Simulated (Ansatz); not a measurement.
Method: Ansatz 0.2.0, DFT PBE, scalar-relativistic, plane waves, PAW. All cells share a 420 eV cutoff and Γ-centred k meshes spaced at most about 0.3 Å⁻¹ (about 0.25 or finer for metals, 2π included). No spin polarisation in the final relaxations.

Temperature and zero-point effects are left out.

Compare these two cells of CaHfO, each relaxed at this level.

A.

```
Ca Hf O
1.0
     3.58768    0.00000    0.00000
    -1.79384    3.10702    0.00000
     0.00000    0.00000   12.49480
Ca Hf O
2 2 2
Direct
  0.00000 0.00000 0.50000
  0.00000 0.00000 0.00000
  0.33333 0.66667 0.25000
  0.66667 0.33333 0.75000
  0.33333 0.66667 0.75000
  0.66667 0.33333 0.25000
```

B.

```
Ca Hf O
1.0
     3.56752    0.00000    0.00000
     0.00000    3.56752    0.00000
     0.00000    0.00000    4.25557
Ca Hf O
1 1 1
Direct
  0.00000 0.00000 0.00000
  0.50000 0.50000 0.50000
  0.50000 0.50000 0.00000
```

Question: Which is lower in energy, and by how much?

Answer: B is lower, by 285 meV/atom. A has space group P6_3/mmc (No. 194), 23.2 Å³/atom and no gap on its mesh; B has space group P4/mmm (No. 123), 18.1 Å³/atom and no gap. Counting O atoms around Ca and Hf (those within 1.25 times the shortest such distance or 1.15 times the sum of covalent radii; the shortest distance is added where it exceeds 1.18 times the sum of covalent radii), A has Ca 6 from 3.7 Å, Hf 3 and B has Ca 4, Hf 2. The denser one is the lower, and pressure would at first widen the difference. Both come from invented guesses.

These runs have no spin–orbit coupling, which can matter for Hf. Cells relaxed within their symmetry can be saddle points.
